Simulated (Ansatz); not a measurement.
Given:

SiGe:
```cif
data_Ge8Si8
_chemical_formula_sum 'Si8 Ge8'
_space_group_name_H-M_alt 'P 1'
_space_group_IT_number 1
_cell_length_a 7.92141
_cell_length_b 7.92141
_cell_length_c 7.92261
_cell_angle_alpha 60.016
_cell_angle_beta 119.984
_cell_angle_gamma 119.989
loop_
_space_group_symop_operation_xyz
  'x, y, z'
loop_
_atom_site_label
_atom_site_type_symbol
_atom_site_fract_x
_atom_site_fract_y
_atom_site_fract_z
_atom_site_occupancy
Si1 Si 0.00161 0.99839 0.00458 1
Ge1 Ge 0.12157 0.37158 0.87159 1
Ge2 Ge 0.50166 0.49834 0.99856 1
Ge3 Ge 0.62842 0.87843 0.87159 1
Ge4 Ge 0.99686 0.49682 0.00343 1
Ge5 Ge 0.12165 0.87835 0.87164 1
Ge6 Ge 0.50318 0.00314 0.00343 1
Si2 Si 0.62502 0.37498 0.87494 1
Si3 Si 0.00296 0.50286 0.49677 1
Si4 Si 0.12502 0.87498 0.37482 1
Si5 Si 0.49714 0.99704 0.49677 1
Ge7 Ge 0.62839 0.37161 0.37841 1
Si6 Si 0.99828 0.00172 0.49543 1
Si7 Si 0.12172 0.37178 0.37824 1
Ge8 Ge 0.49831 0.50169 0.50154 1
Si8 Si 0.62822 0.87828 0.37824 1
```

This is the PBE-relaxed structure.

Task: All from the program Ansatz at the PBE level (PAW), unless another level is named. Give the band gap.

Result: 0.39 eV (direct).

Task: Next, the electron effective mass?

Result: 0.11, 0.15, 0.27 mₑ (principal values).

Task: Give the formation energy from the elements (no fitted shifts).

Result: 0.020 eV/atom.

Task: Give the hole effective mass.

Result: 0.059, 0.35, 0.40 mₑ (principal values).

Task: And the valence-band maximum?

Result: at Γ.

Task: Predict the weight of the conduction-edge state by species (Voronoi cells).

Result: Ge 51 %, Si 49 %.

Space group Cm. The start of the workflow was typed in or built on a structure type; neither database checked (COD, Materials Project) lists it. Whether it is the stable phase at ambient conditions was not checked. The cell was relaxed with PBE under the symmetry of its start; whether a distortion lowers the energy is not shown. The references are the lowest solids computed at this level, not always the standard phases. Scalar-relativistic: spin–orbit coupling is off unless named, which matters more the heavier the elements.

Potentials: the earlier of the program's two PAW sets.
